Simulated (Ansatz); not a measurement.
Geometry optimisation in Ansatz: input, command and trajectory.

```yaml
crystal:
  lattice:
    - [4.272386641, 0.0, 0.0]
    - [0.0, 4.272386641, 0.0]
    - [0.0, 0.0, 7.2231340918]
  atoms:
    - { symbol: Sr, position: [0.5, 0.0, 0.6717400747] }
    - { symbol: Sr, position: [0.0, 0.5, 0.3282599253] }
    - { symbol: Mn, position: [0.0, 0.0, 0.0], spin: 3.46 }
    - { symbol: Mn, position: [0.5, 0.5, 0.0], spin: 3.46 }
    - { symbol: Ge, position: [0.5, 0.0, 0.1802211062] }
    - { symbol: Ge, position: [0.0, 0.5, 0.8197788938] }
basis:
  ecutwfc: 420
kpoints:
  mp_grid: { grid: [8, 8, 6] }
hamiltonian:
  xc: pbesol
scf:
  occupations: { method: gaussian, width: 0.1 }
output:
  forces: true
  stress: true
  eigenvalues: true
  populations: true
magnetization:
  spin_polarized: true
relax:
  adjacent_minimum: "off"
  f_tol: 0.01
  max_steps: 30
  cell: { stress_tol: 0.1, fix: [volume] }
```

```bash
ansatz run input.yaml --threads 1 --pin off --max-ram 2560MiB --backend cpu --events-out ev --progress --plain --runs-dir out
```

Computed with DFT PBEsol, scalar-relativistic, plane waves, PAW in Ansatz 0.2.0.

The volume is held at 0.97 times that of the relaxed cell.

Of 7 frames 6 are shown, positions in Å and forces in eV/Å; the SCF threshold varies from step to step. Steps run on the plane waves of an earlier cell, with a Pulay correction in the pressure. The basis is chosen afresh for the last frame, the zero of the energies, and at times for earlier ones too; energy and pressure can step there, also at an unchanged geometry. Where two frames share a geometry here, they differ by under 2 meV/atom and 0.3 GPa.

```xyz
6
Lattice="4.2724 0.0000 0.0000 0.0000 4.2724 0.0000 0.0000 0.0000 7.2231" Properties=species:S:1:pos:R:3:forces:R:3 pbc="T T T" step=1 free_energy_over_end_meV_per_atom=0.53 pressure_GPa=1.25
Sr    2.1362    0.0000    4.8521    0.0000    0.0000   -0.0761
Sr    0.0000    2.1362    2.3711    0.0000    0.0000    0.0761
Mn    0.0000    0.0000    0.0000    0.0000    0.0000    0.0000
Mn    2.1362    2.1362    0.0000    0.0000    0.0000    0.0000
Ge    2.1362    0.0000    1.3018    0.0000    0.0000    0.0651
Ge    0.0000    2.1362    5.9214    0.0000    0.0000   -0.0651
6
Lattice="4.2753 0.0000 0.0000 0.0000 4.2753 0.0000 0.0000 0.0000 7.2133" Properties=species:S:1:pos:R:3:forces:R:3 pbc="T T T" step=2 free_energy_over_end_meV_per_atom=0.18 pressure_GPa=1.10
Sr    2.1377    0.0000    4.8256    0.0000    0.0000    0.0171
Sr    0.0000    2.1377    2.3877    0.0000    0.0000   -0.0171
Mn    0.0000    0.0000    0.0000    0.0000    0.0000    0.0000
Mn    2.1377    2.1377    0.0000    0.0000    0.0000    0.0000
Ge    2.1377    0.0000    1.3067    0.0000    0.0000    0.0484
Ge    0.0000    2.1377    5.9066    0.0000    0.0000   -0.0484
6
Lattice="4.2792 0.0000 0.0000 0.0000 4.2792 0.0000 0.0000 0.0000 7.2001" Properties=species:S:1:pos:R:3:forces:R:3 pbc="T T T" step=3 free_energy_over_end_meV_per_atom=0.09 pressure_GPa=1.05
Sr    2.1396    0.0000    4.8176    0.0000    0.0000   -0.0016
Sr    0.0000    2.1396    2.3825    0.0000    0.0000    0.0016
Mn    0.0000    0.0000    0.0000    0.0000    0.0000    0.0000
Mn    2.1396    2.1396    0.0000    0.0000    0.0000    0.0000
Ge    2.1396    0.0000    1.3163    0.0000    0.0000   -0.0185
Ge    0.0000    2.1396    5.8838    0.0000    0.0000    0.0185
6
Lattice="4.2810 0.0000 0.0000 0.0000 4.2810 0.0000 0.0000 0.0000 7.1942" Properties=species:S:1:pos:R:3:forces:R:3 pbc="T T T" step=4 free_energy_over_end_meV_per_atom=0.07 pressure_GPa=1.06
Sr    2.1405    0.0000    4.8132    0.0000    0.0000    0.0011
Sr    0.0000    2.1405    2.3810    0.0000    0.0000   -0.0011
Mn    0.0000    0.0000    0.0000    0.0000    0.0000    0.0000
Mn    2.1405    2.1405    0.0000    0.0000    0.0000    0.0000
Ge    2.1405    0.0000    1.3132    0.0000    0.0000   -0.0073
Ge    0.0000    2.1405    5.8810    0.0000    0.0000    0.0073
6
Lattice="4.2914 0.0000 0.0000 0.0000 4.2914 0.0000 0.0000 0.0000 7.1594" Properties=species:S:1:pos:R:3:forces:R:3 pbc="T T T" step=5 free_energy_over_end_meV_per_atom=0.01 pressure_GPa=1.07
Sr    2.1457    0.0000    4.7881    0.0000    0.0000    0.0047
Sr    0.0000    2.1457    2.3713    0.0000    0.0000   -0.0047
Mn    0.0000    0.0000    0.0000    0.0000    0.0000    0.0000
Mn    2.1457    2.1457    0.0000    0.0000    0.0000    0.0000
Ge    2.1457    0.0000    1.3037    0.0000    0.0000    0.0103
Ge    0.0000    2.1457    5.8557    0.0000    0.0000   -0.0103
6
Lattice="4.2964 0.0000 0.0000 0.0000 4.2964 0.0000 0.0000 0.0000 7.1428" Properties=species:S:1:pos:R:3:forces:R:3 pbc="T T T" step=7 free_energy_over_end_meV_per_atom=0.00 pressure_GPa=1.06
Sr    2.1482    0.0000    4.7768    0.0000    0.0000   -0.0001
Sr    0.0000    2.1482    2.3660    0.0000    0.0000    0.0001
Mn    0.0000    0.0000    0.0000    0.0000    0.0000    0.0000
Mn    2.1482    2.1482    0.0000    0.0000    0.0000    0.0000
Ge    2.1482    0.0000    1.3024    0.0000    0.0000   -0.0002
Ge    0.0000    2.1482    5.8404    0.0000    0.0000    0.0002
```

It took 8.6 min on 1 thread of Arm Neoverse V1 (shared host), peak memory 0.82 GiB.

The state reached may not be the lowest one. The program reads another magnetic order as possibly lower. Only parallel moments were tried here.